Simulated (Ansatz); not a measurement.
V5Si3 (space group I4/mcm)

```
CELL_PARAMETERS angstrom
     -4.65442     4.65442     2.33863
      4.65442    -4.65442     2.33863
      4.65442     4.65442    -2.33863
ATOMIC_POSITIONS crystal
  V  0.77510 0.07473 0.84983
  V  0.22490 0.92527 0.15017
  V  0.07473 0.22490 0.29963
  V  0.92527 0.77510 0.70037
  V  0.72490 0.57473 0.29963
  V  0.27510 0.42527 0.70037
  V  0.42527 0.72490 0.15017
  V  0.57473 0.27510 0.84983
  V  0.25000 0.75000 0.50000
  V  0.75000 0.25000 0.50000
  Si 0.16601 0.66601 0.83203
  Si 0.83399 0.33399 0.16797
  Si 0.66601 0.83399 0.50000
  Si 0.33399 0.16601 0.50000
  Si 0.75000 0.75000 0.00000
  Si 0.25000 0.25000 0.00000
```

The slice is a (100) plane (indices of the conventional cell) through the point (0.166, 0.666, 0.832) (fractional), spanned by u = [110] and v = [101] in vectors of this cell: u (4.68 Å) and v (9.31 Å, at 90° to u). It covers one period; positions are fractions (u, v).

Level of theory: PBEsol (plane waves to 420 eV, PAW, scalar-relativistic; Ansatz, a quantum-chemistry and plane-wave program). k mesh 9×9×9. These are valence fields of a PAW run, semicore shells included where kept as valence: close to a nucleus they are smooth pseudo fields. V5Si3 is run without spin polarisation. V5Si3 was relaxed with its symmetry unable to fall.

Problem. Sketch the valence electron density on this plane as a map.

Solution. 
```
v \ u  0.00  0.12  0.25  0.38  0.50  0.62  0.75  0.88
-----  ----  ----  ----  ----  ----  ----  ----  ----
0.94   -0.4  -0.4  -0.5  -0.6  -0.4  -0.6  -0.5  -0.4
0.84   -0.5  -0.6  -0.6  -0.6  -0.5  -0.6  -0.6  -0.6
0.75   -0.4  -0.6  -0.6  -0.4  -0.3  -0.4  -0.6  -0.6
0.66   -0.5  -0.6  -0.5  -0.5  -1.2  -0.5  -0.5  -0.6
0.56   -0.1  -0.5  -0.7  -0.5  -0.4  -0.5  -0.7  -0.5
0.47   -0.6  -0.6  -0.7  -0.4   0.1  -0.4  -0.7  -0.6
0.38   -0.6  -0.6  -0.6  -0.1   0.5  -0.1  -0.6  -0.6
0.28    0.6  -0.1  -0.6  -0.6  -0.6  -0.6  -0.6  -0.1
0.19   -0.2  -0.5  -0.7  -0.6  -0.5  -0.6  -0.7  -0.5
0.09   -0.4  -0.5  -0.7  -0.5  -0.1  -0.5  -0.7  -0.5
0.00   -1.3  -0.5  -0.5  -0.6  -0.5  -0.6  -0.5  -0.5
```

Values: log₁₀ of the valence density in e/Å³. The scale is logarithmic, as a density can span decades between atoms and voids.
